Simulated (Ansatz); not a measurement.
Ba₂CaTeO₆:
```
Ba2CaTeO6
1.0
    0.00000     4.20473     4.20473
    4.20473     0.00000     4.20473
    4.20473     4.20473     0.00000
Ba Ca Te O
2 1 1 6
Cartesian
  6.30710   6.30710   6.30710
  2.10237   2.10237   2.10237
  0.00000   0.00000   0.00000
  4.20473   4.20473   4.20473
  4.20473   6.13468   4.20473
  4.20473   2.27478   4.20473
  2.27478   4.20473   4.20473
  6.13468   4.20473   4.20473
  4.20473   4.20473   6.13468
  4.20473   4.20473   2.27478
```

Plane-wave PAW r²SCAN (Ansatz code) gives a gap of 4.17 eV without spin–orbit coupling, maximum at Γ, minimum at Γ.

What happens when spin–orbit coupling is switched on?

The gap grows by 0.01 eV, to 4.18 eV; maximum at Γ, minimum at Γ.

How large is the spin–orbit splitting of the valence top at Γ?

The fourfold level lies 0.02 eV above the split-off pair.

Give the electron effective mass with spin–orbit coupling.

0.48 mₑ (isotropic).

Give the hole effective mass with spin–orbit coupling, band 1 of 2 at the edge.

2.9 along [100], 2.2 along [110], 2.0 along [111] (mₑ).

Give the hole effective mass with spin–orbit coupling, band 2 of 2 at the edge.

1.1 along [100], 1.3 along [110], 1.4 along [111] (mₑ).

Space group Fm-3m. The first step of the workflow began from a Materials Project structure, measured or hypothetical; the Crystallography Open Database files this formula in space group No. 225, but the cells were not matched. Its standing as an ambient phase is unchecked. The cell was relaxed with r²SCAN under the symmetry of its start; whether a distortion lowers the energy is not shown.

Potentials: the later of the program's two PAW sets.
